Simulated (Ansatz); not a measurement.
Relaxation of a generated cell, CaC2 built in the AFLOW prototype AB2_hP6_194_c_f (C7, as in MoS2); 6 atoms in the cell, which starts as P6₃/mmc (No. 194), hP6; a = b = 3.0652 Å, c = 11.9222 Å, α = β = 90.00°, γ = 120.00°. Level of theory: r2SCAN (plane waves to 500 eV, PAW, scalar-relativistic; Ansatz, an electronic-structure program). Γ-centred k-mesh 9×9×2 on the run's cell (coarser than for final values), Fermi–Dirac smearing 0.05 eV. This is the first round of the run. 

The optimiser's lines from the output (shortened; P is positive under compression):

```
relax step   1: F+E_penalty+E_count = -4627.42324130 eV  Δ(F+E_penalty+E_count) = +0.000e0 eV  max|allowed force component| = 1.853e0 eV/Å  Δτ_max = 0.0000 Å  P = +15.896 GPa  Ω = 97.005 Å³  (7 SCF iters, dr2 threshold 1.00e-7 eV, accepted)
relax step   2: F+E_penalty+E_count = -4628.75627735 eV  Δ(F+E_penalty+E_count) = -1.333e0 eV  max|allowed force component| = 9.374e-1 eV/Å  Δτ_max = 0.1136 Å  P = +4.020 GPa  Ω = 104.758 Å³  (7 SCF iters, dr2 threshold 6.00e-7 eV, accepted)
relax step   3: F+E_penalty+E_count = -4629.64559100 eV  Δ(F+E_penalty+E_count) = -8.893e-1 eV  max|allowed force component| = 1.334e0 eV/Å  Δτ_max = 0.1285 Å  P = -1.581 GPa  Ω = 103.730 Å³  (7 SCF iters, dr2 threshold 6.00e-7 eV, accepted)
relax step   4: F+E_penalty+E_count = -4631.13710895 eV  Δ(F+E_penalty+E_count) = -1.492e0 eV  max|allowed force component| = 2.651e0 eV/Å  Δτ_max = 0.1309 Å  P = -5.998 GPa  Ω = 99.230 Å³  (7 SCF iters, dr2 threshold 6.00e-7 eV, accepted)
relax step   5: F+E_penalty+E_count = -4633.78141492 eV  Δ(F+E_penalty+E_count) = -2.644e0 eV  max|allowed force component| = 4.297e0 eV/Å  Δτ_max = 0.1429 Å  P = -10.807 GPa  Ω = 93.888 Å³  (7 SCF iters, dr2 threshold 6.00e-7 eV, accepted)
relax step   6: F+E_penalty+E_count = -4637.52891221 eV  Δ(F+E_penalty+E_count) = -3.747e0 eV  max|allowed force component| = 5.384e0 eV/Å  Δτ_max = 0.1537 Å  P = -15.119 GPa  Ω = 88.219 Å³  (6 SCF iters, dr2 threshold 6.00e-7 eV, accepted)
relax step   7: F+E_penalty+E_count = -4641.10272113 eV  Δ(F+E_penalty+E_count) = -3.574e0 eV  max|allowed force component| = 3.664e0 eV/Å  Δτ_max = 0.1768 Å  P = -16.589 GPa  Ω = 81.980 Å³  (6 SCF iters, dr2 threshold 6.00e-7 eV, accepted)
relax step   8: F+E_penalty+E_count = -4643.49800428 eV  Δ(F+E_penalty+E_count) = -2.395e0 eV  max|allowed force component| = 1.030e0 eV/Å  Δτ_max = 0.1924 Å  P = -14.348 GPa  Ω = 72.641 Å³  (6 SCF iters, dr2 threshold 6.00e-7 eV, accepted)
relax step   9: F+E_penalty+E_count = -4644.69246549 eV  Δ(F+E_penalty+E_count) = -1.194e0 eV  max|allowed force component| = 5.262e-1 eV/Å  Δτ_max = 0.0801 Å  P = -12.423 GPa  Ω = 67.133 Å³  (6 SCF iters, dr2 threshold 6.00e-7 eV, accepted)
relax step  10: F+E_penalty+E_count = -4645.39116859 eV  Δ(F+E_penalty+E_count) = -6.987e-1 eV  max|allowed force component| = 2.549e-1 eV/Å  Δτ_max = 0.0623 Å  P = -4.297 GPa  Ω = 61.352 Å³  (7 SCF iters, dr2 threshold 6.00e-7 eV, accepted)
relax step  11: F+E_penalty+E_count = -4645.48280833 eV  Δ(F+E_penalty+E_count) = -9.164e-2 eV  max|allowed force component| = 5.289e-3 eV/Å  Δτ_max = 0.0379 Å  P = +1.280 GPa  Ω = 58.986 Å³  (6 SCF iters, dr2 threshold 6.00e-7 eV, accepted)
relax step  12: F+E_penalty+E_count = -4645.48479041 eV  Δ(F+E_penalty+E_count) = -1.982e-3 eV  max|allowed force component| = 3.586e-3 eV/Å  Δτ_max = 0.0006 Å  P = +0.104 GPa  Ω = 59.372 Å³  (5 SCF iters, dr2 threshold 6.00e-7 eV, accepted)
relax step  13: F+E_penalty+E_count = -4645.48481120 eV  Δ(F+E_penalty+E_count) = -2.079e-5 eV  max|allowed force component| = 1.302e-3 eV/Å  Δτ_max = 0.0005 Å  P = +0.006 GPa  Ω = 59.403 Å³  (4 SCF iters, dr2 threshold 1.52e-7 eV, accepted)
relax step  14: F+E_penalty+E_count = -4645.47712855 eV  Δ(F+E_penalty+E_count) = +7.683e-3 eV  max|allowed force component| = 8.657e-4 eV/Å  Δτ_max = 0.0000 Å  P = +0.008 GPa  Ω = 59.403 Å³  stress off target by 2.20e-2 GPa  SCF on the basis re-selected at this cell (its energy is not comparable with the rows above)  (7 SCF iters)
relax step  15: F+E_penalty+E_count = -4645.47712865 eV  Δ(F+E_penalty+E_count) = -9.297e-8 eV  max|allowed force component| = 8.972e-5 eV/Å  Δτ_max = 0.0001 Å  P = -0.002 GPa  Ω = 59.407 Å³  (5 SCF iters, dr2 threshold 1.21e-9 eV, accepted)
relax step  16: F+E_penalty+E_count = -4645.47713106 eV  Δ(F+E_penalty+E_count) = -2.410e-6 eV  max|allowed force component| = 8.254e-5 eV/Å  Δτ_max = 0.0000 Å  P = -0.002 GPa  Ω = 59.407 Å³  stress off target by 3.09e-3 GPa  SCF on the basis re-selected at this cell (its energy is not comparable with the rows above)  (6 SCF iters)
```

From the first to the last row the energy changes by -3.01 eV/atom and the volume by -38.8 %. The last row is marked as not comparable with the walk above it, whose basis was carried along; it does compare with step 1, since both stand on a basis selected at the nominal cutoff for their own cell.

Later rounds, restarted from the end of this one on a renewed k-mesh, logged 11 more steps and released under 0.01 eV/atom more. The final structure after all rounds: P6₃/mmc (No. 194), hP6; a = b = 2.769 Å, c = 8.950 Å, α = β = 90.00°, γ = 120.00°. Between re-selections the logged energies stand on a plane-wave basis carried along with the cell. No spin polarisation in the result.

The run could not lose the symmetry of its start, so the end can be a saddle point.

The relaxed structure here is a generated cell of CaC2: the first start was made by placing the elements on the sites of a structure type, and the end was not matched to a known phase here, so it may be hypothetical.
